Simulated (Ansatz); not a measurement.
**Rocksalt alloy of KCl and RbCl (20 of 32 K sites exchanged), 64 atoms**

Ansatz, PAW, plane waves. PBEsol relaxation of volume and atoms (shape held) at the single k point (¼, ¼, ¼) without its symmetry partners; single points on the relaxed atoms at the single k point (¼, ¼, ¼) without its symmetry partners, onto which points of the small cell's zone fold. Arrangement: random. No spin–orbit coupling unless named.

Relaxed structure:

```
CELL_PARAMETERS angstrom
12.86511 0.00000 0.00000
0.00000 12.86511 0.00000
0.00000 0.00000 12.86511
ATOMIC_POSITIONS crystal
Cl 0.24472 0.00002 0.00064
Cl 0.24970 0.00069 0.49991
Cl 0.24965 0.50029 0.00548
Cl 0.24977 0.49956 0.49561
Cl 0.75457 0.99607 0.00026
Cl 0.75040 0.00468 0.50020
Cl 0.75034 0.50433 0.00053
Cl 0.75018 0.49514 0.49972
Cl 0.99931 0.24582 0.00025
Cl 0.99508 0.25540 0.49990
Cl 0.99529 0.75419 0.99961
Cl 0.99939 0.74527 0.50090
Cl 0.50059 0.25051 0.00470
Cl 0.50490 0.25564 0.49590
Cl 0.50514 0.75008 0.99577
Cl 0.50088 0.74420 0.50513
Cl 0.99539 0.99509 0.24575
Cl 0.99477 0.99425 0.75463
Cl 0.00465 0.50525 0.25504
Cl 0.99992 0.50631 0.74516
Cl 0.50488 0.00405 0.25033
Cl 0.50518 0.99510 0.75024
Cl 0.49534 0.49611 0.25566
Cl 0.49979 0.50540 0.74456
Cl 0.25469 0.25431 0.25066
Cl 0.25042 0.25013 0.75017
Cl 0.24562 0.74590 0.24996
Cl 0.24970 0.75049 0.75092
Cl 0.74552 0.24487 0.25442
Cl 0.74950 0.24427 0.74568
Cl 0.75442 0.75529 0.24561
Cl 0.75040 0.75538 0.75477
K 0.99761 0.99775 0.00015
K 0.00000 0.50093 0.49935
K 0.49997 0.49917 0.49944
K 0.74918 0.24999 0.49921
K 0.75163 0.75261 0.99934
K 0.24999 0.50011 0.25196
K 0.75088 0.00006 0.24913
K 0.75082 0.99865 0.75112
K 0.99927 0.75012 0.24939
K 0.99800 0.75096 0.75137
K 0.50078 0.25090 0.25196
K 0.50207 0.75029 0.75049
Rb 0.99823 0.99957 0.50022
Rb 0.00003 0.50200 0.00087
Rb 0.50174 0.99967 0.00025
Rb 0.50192 0.00066 0.50032
Rb 0.49995 0.50083 0.00096
Rb 0.24998 0.25015 0.00153
Rb 0.25063 0.25177 0.49920
Rb 0.24887 0.75016 0.00034
Rb 0.24951 0.74828 0.50053
Rb 0.74989 0.24820 0.00075
Rb 0.75072 0.74990 0.50103
Rb 0.24936 0.00019 0.24965
Rb 0.24930 0.99908 0.75093
Rb 0.24994 0.50146 0.74913
Rb 0.74996 0.50013 0.25132
Rb 0.74982 0.50120 0.74892
Rb 0.99941 0.25015 0.25066
Rb 0.99874 0.24958 0.74953
Rb 0.50109 0.25023 0.74896
Rb 0.50078 0.74941 0.25043
```

Q: What are the mean bond lengths by pair (pairs within 1.2 times the sum of covalent radii, less contacts 15 % beyond the pair's median; cation–cation pairs of compounds aside; long ionic contacts are cut short by that bound)?

A: Cl–K 3.169 ± 0.030 Å (standard deviation, 72 bonds); Cl–Rb 3.246 ± 0.034 Å (standard deviation, 120 bonds).

Q: What gap lies between the top filled and the lowest empty level in the single points?

A: r²SCAN 6.15 eV (9.4 s on NVIDIA GB300). Away from Γ this isn't the crystal's band gap.
